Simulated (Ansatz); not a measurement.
Ge:
```xyz
12
Lattice="5.9293 0.0000 0.0000 0.0000 5.9293 0.0000 0.0000 0.0000 6.9551" Properties=species:S:1:pos:R:3 pbc="T T T"
Ge     0.5251     0.5251     0.0000
Ge     2.4396     3.4897     5.2163
Ge     5.4042     5.4042     3.4775
Ge     3.4897     2.4396     1.7388
Ge     1.0203     2.1903     1.7906
Ge     0.7744     3.9850     0.0519
Ge     4.9090     3.7390     5.2682
Ge     5.1550     1.9444     3.5294
Ge     3.9850     0.7744     6.9032
Ge     3.7390     4.9090     1.6869
Ge     1.9444     5.1550     3.4257
Ge     2.1903     1.0203     5.1644
```

Tensor components refer to the Cartesian frame of this cell.

**Question.** Give the proper piezoelectric stress tensor with relaxed ions from PBEsol (plane waves, PAW; program Ansatz).

**Answer.** In C/m², rows x, y, z, Voigt columns; mesh uncertainty up to 0.01.
```
 0.00   0.00   0.00  -0.21   0.00   0.00
 0.00   0.00   0.00   0.00   0.21   0.00
 0.00   0.00   0.00   0.00   0.00   0.00
```

The elastic tensor of the same run (GPa):

```
 153  22.1  29.7   0.0   0.0   0.0
22.1   153  29.7   0.0   0.0   0.0
29.7  29.7  86.0   0.0   0.0   0.0
 0.0   0.0   0.0  50.0   0.0   0.0
 0.0   0.0   0.0   0.0  50.0   0.0
 0.0   0.0   0.0   0.0   0.0  39.0
```

**Question.** Convert to strain constants d = e·S.

**Answer.** In pC/N:
```
 0.0   0.0   0.0  -4.1   0.0   0.0
 0.0   0.0   0.0   0.0   4.1   0.0
 0.0   0.0   0.0   0.0   0.0   0.0
```

Space group P4_32_12. The first step of the workflow began from a Materials Project structure, measured or hypothetical; the Crystallography Open Database files this formula in space group No. 96, but the cells were not matched. It is not the phase usual at ambient conditions (space group No. 227). Symmetry was held in the PBEsol relaxation; its stability against distortions is not shown here. Signs of piezoelectric constants follow the polarity of the cell as given.

Potentials: the earlier of the program's two PAW sets. The files were generated under PBE; for other functionals the program regenerates the frozen cores, and for LDA and PBEsol the local potential too.
